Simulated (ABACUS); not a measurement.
Consider a self-consistent single point of GePd (Pm, 8 atoms in the cell; from Materials Project mp-1424, changed as shown).

```xyz
8
Lattice="5.7836 0.0000 0.0000 0.0000 3.5493 0.0000 0.0000 0.0000 6.2961" Properties=species:S:1:pos:R:3 pbc="T T T"
Ge     4.8613     2.6619     3.6380
Ge     1.0723     0.8873     2.6582
Ge     3.9641     0.8873     0.4899
Ge     1.8195     2.6619     5.8062
Pd     5.7617     2.6619     1.2025
Pd     0.0219     0.8873     5.0936
Pd     2.9136     0.8873     4.3506
Pd     2.8699     2.6619     1.9456
```

Computed with PBEsol, PseudoDojo 0.4 standard norm-conserving PBEsol (tails mended) pseudopotentials (plane waves; ABACUS).

ABACUS settings:

```
key                                                                      value
---------------  -------------------------------------------------------------
KPT                                                          Gamma 3 4 2 0 0 0
basis_type                                                                  pw
ecutwfc                                                                  82 Ry
smearing_method                                                       gaussian
smearing_sigma                                                    0.0146997 Ry
potentials       PseudoDojo 0.4 standard norm-conserving PBEsol (tails mended)
symmetry                                                                     1
ks_solver                                                                  dav
scf_nmax                                                                   100
scf_thr                                                             1.0e-09 Ry
mixing_type                                                              pulay
```

Results:

```
Item                                                      Result
------------------------------------------------  --------------
Number of valence electrons                                  128
Number of bands                                               77
Number of k-points after the program's reduction              12
Number of plane waves (most at a k-point)                  10964
Number of SCF iterations                                      13
FFT grid                                            64 × 40 × 72
Free energy E − TS                                -24392.0580 eV
Fermi level (on the code's own zero)                    16.61 eV
Pressure                                               -2.43 GPa
Largest force (vector length)                         1.117 eV/Å
```

Forces (eV/Å):
| atom | Fx | Fy | Fz |
|---|---|---|---|
| Ge1 | -1.072 | 0.000 | -0.314 |
| Ge2 | 0.294 | 0.000 | -0.051 |
| Ge3 | -0.099 | 0.000 | -0.031 |
| Ge4 | 0.229 | 0.000 | 0.021 |
| Pd5 | -0.028 | 0.000 | -0.211 |
| Pd6 | 0.199 | 0.000 | 0.405 |
| Pd7 | 0.245 | 0.000 | -0.075 |
| Pd8 | 0.233 | 0.000 | 0.256 |

Stress (GPa, positive for compression):
```
-2.05   0.00  -0.27
 0.00  -3.03   0.00
-0.27   0.00  -2.20
```

For comparison: a first run was changed to give this one (atom 1 moved by +0.15 angstrom along x), and from it to this one the free energy rises by 10.1 meV/atom, the pressure stays near -2.43 GPa while the xx stress (positive for compression) goes from -1.69 to -2.05 GPa and the largest force goes from 0.102 to 1.117 eV/Å.

Forces above 1 eV/Å remain at this geometry. The structure comes from a collection of computed structures, made at another level of theory; the collection holds predicted forms beside known ones. No clean gap shows at this smearing width and mesh (spacing up to 0.50 Å⁻¹); the mesh is coarse for partly filled bands, so the values carry mesh errors.

Cost on one core: about 5 core-minutes (a rough figure).

“Tails mended”: in these copies of the files the far tail of each local potential was reset to the Coulomb form.
